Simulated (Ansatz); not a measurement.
LiC$_{6}$:
```yaml
crystal:
  lattice:
    - [4.30637, 0.00000, 0.00000]
    - [-2.15318, 3.72942, 0.00000]
    - [0.00000, 0.00000, 3.67515]
  atoms:
    - { symbol: Li, position: [0.00000, 0.00000, 0.00000] }
    - { symbol: C, position: [0.00000, 0.33358, 0.50000] }
    - { symbol: C, position: [0.00000, 0.66642, 0.50000] }
    - { symbol: C, position: [0.66642, 0.00000, 0.50000] }
    - { symbol: C, position: [0.33358, 0.00000, 0.50000] }
    - { symbol: C, position: [0.66642, 0.66642, 0.50000] }
    - { symbol: C, position: [0.33358, 0.33358, 0.50000] }
```

Relaxed with r²SCAN. Special points in fractions of this cell's reciprocal vectors: Γ (0.000, 0.000, 0.000); M (0.500, 0.000, 0.000); K (0.333, 0.333, 0.000); A (0.000, 0.000, 0.500); L (0.500, 0.000, 0.500); H (0.333, 0.333, 0.500).

Q: List the band energies nearest the Fermi level at these points for DFT-r²SCAN in the program Ansatz with PAW potentials.

A: In eV from the Fermi level; about four levels below and three above (degenerate sets whole), none deeper than 8.9 eV; points with the same levels are listed once.

```csv
k,below,above
Γ,-1.54 -1.54 -1.16 -1.16,1.64 6.80 6.80
M,-8.05 -7.09 -6.65 -3.80,0.45 2.96 4.39
K,-7.39 -6.51 -5.95 -5.95,3.73 3.74 3.74
A,-2.90 -2.90 -2.14 -2.14,6.71 7.07 7.07
L,-8.01 -7.98 -5.07 -0.65,4.46 4.47 5.80
H,-7.38 -7.38 -7.37 -7.26,2.67 2.67 3.14
```

Space group P6/mmm. The workflow started from a Materials Project entry (that database holds measured and hypothetical structures alike); the Crystallography Open Database copy checked does not list it. Whether it is the stable phase at ambient conditions was not checked. Symmetry was held in the r²SCAN relaxation; of distortions, only those at the zone centre were tested.

Potentials: the later of the program's two PAW sets.
